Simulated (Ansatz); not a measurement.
Start of a relaxation of TaPb:

```yaml
crystal:
  lattice:
    - [2.20723, 1.27434, 3.02609]
    - [-2.20723, 1.27434, 3.02609]
    - [0.00000, -2.54869, 3.02609]
  atoms:
    - { symbol: Ta, position: [0.00000, 0.00000, 0.00000] }
    - { symbol: Pb, position: [0.50000, 0.50000, 0.50000] }
```

The calculation used Ansatz 0.2.0, DFT PBE, scalar-relativistic, plane waves, PAW. Cutoff 420 eV, Gaussian smearing, Γ-centred meshes. Cell and atoms relax first on a coarse mesh and then on a finer one. In between, the cell is made exact in the group found at 0.06 Å. In metals the finer mesh still leaves noise of several meV/atom or more. The steps can't lower the symmetry of their start. No spin polarisation.

A guess keeps its type if space group and coordination stay and the shape of the cell changes little (axis ratios within about 15 %, angles within 6°); the volume may change.

Q: Will the relaxed cell still be of the starting type?

A: It doesn't keep its type. The symmetry goes from R-3m (No. 166) to Pm-3m (No. 221). The end has the caesium chloride type. The volume per atom shrinks by 16.8 %, from 25.5 to 21.2 Å³. The shortest distance goes from 2.96 Å (Ta–Pb) to 3.02 Å (Ta–Pb). Counting neighbours within 15 % of an atom's shortest distance, the start has Pb 6, Ta 6 and the end Pb 8, Ta 8. In detail, at the end Ta has 8 Pb at 3.02 Å and 6 Ta at 3.49 Å; Pb is surrounded by 8 Ta at 3.02 Å and 6 Pb at 3.49 Å.

```yaml
crystal:
  lattice:
    - [3.48892, 0.00000, 0.00000]
    - [0.00000, 3.48892, 0.00000]
    - [0.00000, 0.00000, 3.48892]
  atoms:
    - { symbol: Ta, position: [0.00000, 0.00000, 0.00000] }
    - { symbol: Pb, position: [0.50000, 0.50000, 0.50000] }
```

Formation energies are uncorrected and refer to the elements' standard structures at the same level.

Q: At what energy does it end?

A: +0.78 eV/atom. A positive value: parting into the elements would lower its energy.

The last run used a 16×16×16 mesh for its 2-atom cell and Gaussian smearing of 0.10 eV. These runs have no spin–orbit coupling, which can matter for Pb and Ta. A structure relaxed within its symmetry needn't be a true minimum. Another cell of TaPb relaxed alike, in P4/nmm, lies 0.45 eV/atom lower, so this cell isn't the stable form at this level.
